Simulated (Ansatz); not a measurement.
Ca$_{3}$PbO:
```xyz
5
Lattice="4.8369 0.0000 0.0000 0.0000 4.8369 0.0000 0.0000 0.0000 4.8369" Properties=species:S:1:pos:R:3 pbc="T T T"
O      2.4184     2.4184     2.4184
Pb     0.0000     0.0000     0.0000
Ca     0.0000     2.4184     2.4184
Ca     2.4184     0.0000     2.4184
Ca     2.4184     2.4184     0.0000
```

Relaxed with r²SCAN. Special points in fractions of this cell's reciprocal vectors: Γ (0.000, 0.000, 0.000); X (0.000, 0.500, 0.000); M (0.500, 0.500, 0.000); R (0.500, 0.500, 0.500).

Question: List the band energies nearest the valence-band maximum at these points for the program Ansatz at the r²SCAN level (PAW).

Answer: In eV from the valence-band maximum; about four levels below and three above (degenerate sets whole), none deeper than 8.9 eV; points with the same levels are listed once.

```csv
k,below,above
Γ,-4.51 -4.51 -4.51 0.00 0.00 0.00,0.19 0.19 0.99 0.99 0.99
X,-4.60 -4.60 -3.42 -0.95 -0.95,1.28 1.41 2.51
M,-4.72 -2.48 -2.48 -1.09,1.91 2.29 2.29
R,-5.63 -5.63 -5.63 -1.83 -1.83 -1.83,1.30 1.30 1.30
```

Space group Pm-3m (anti-perovskite). The workflow started from an entry of the Crystallography Open Database (COD). Its standing as an ambient phase is unchecked. The cell was relaxed with r²SCAN under the symmetry of its start; whether a distortion lowers the energy is not shown. Scalar-relativistic: spin–orbit coupling is off unless named, which matters more the heavier the elements.

Potentials: the later of the program's two PAW sets.
